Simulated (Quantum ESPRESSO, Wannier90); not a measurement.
## TiBe (CsCl type): Wannier90 run

Materials Project entry mp-11279; symmetrised, unrelaxed at this level. Not found in the COD (Crystallography Open Database) copy used; not checked further. Method: PBEsol plane waves in Quantum ESPRESSO 7.5 (PseudoDojo norm-conserving files, 71 Ry, no spin polarisation, no spin-orbit coupling), Bloch states on a 10×10×10 mesh through Γ, Wannier90 4.0.1. Density: 14×14×14 mesh, cold smearing 0.01 Ry.

```
begin unit_cell_cart
ang
    2.9292600000    0.0000000000    0.0000000000
    0.0000000000    2.9292600000    0.0000000000
    0.0000000000    0.0000000000    2.9292600000
end unit_cell_cart
mp_grid = 10 10 10
```

Question: Which shells of neighbouring k-points and which b-vectors and weights does Wannier90 pick for this cell and mesh?

Answer: 
```
 *---------------------------------- K-MESH ----------------------------------*
 +----------------------------------------------------------------------------+
 |                    Distance to Nearest-Neighbour Shells                    |
 |                    ------------------------------------                    |
 |          Shell             Distance (Ang^-1)          Multiplicity         |
 |          -----             -----------------          ------------         |
 |             1                   0.214497                      6            |
 |             2                   0.303345                     12            |
 |             3                   0.371520                      8            |
 |             4                   0.428995                      6            |
 |             5                   0.479631                     24            |
 |             6                   0.525409                     24            |
 |             7                   0.606690                     12            |
 |             8                   0.643492                     30            |
       ... (lines left out)
 +----------------------------------------------------------------------------+
 | The b-vectors are chosen automatically                                     |
 | The following shells are used:                       1                     |
 +----------------------------------------------------------------------------+
 |                        Shell   # Nearest-Neighbours                        |
 |                        -----   --------------------                        |
 |                          1               6                                 |
 +----------------------------------------------------------------------------+
 | Completeness relation is fully satisfied [Eq. (B1), PRB 56, 12847 (1997)]  |
 +----------------------------------------------------------------------------+
 |                  b_k Vectors (Ang^-1) and Weights (Ang^2)                  |
 |                  ----------------------------------------                  |
 |            No.         b_k(x)      b_k(y)      b_k(z)        w_b           |
 |            ---        --------------------------------     --------        |
 |             1         0.000000    0.000000    0.214497    10.867411        |
 |             2         0.000000    0.214497    0.000000    10.867411        |
 |             3         0.214497    0.000000    0.000000    10.867411        |
 |             4         0.000000    0.000000   -0.214497    10.867411        |
 |             5         0.000000   -0.214497    0.000000    10.867411        |
 |             6        -0.214497    0.000000    0.000000    10.867411        |
```
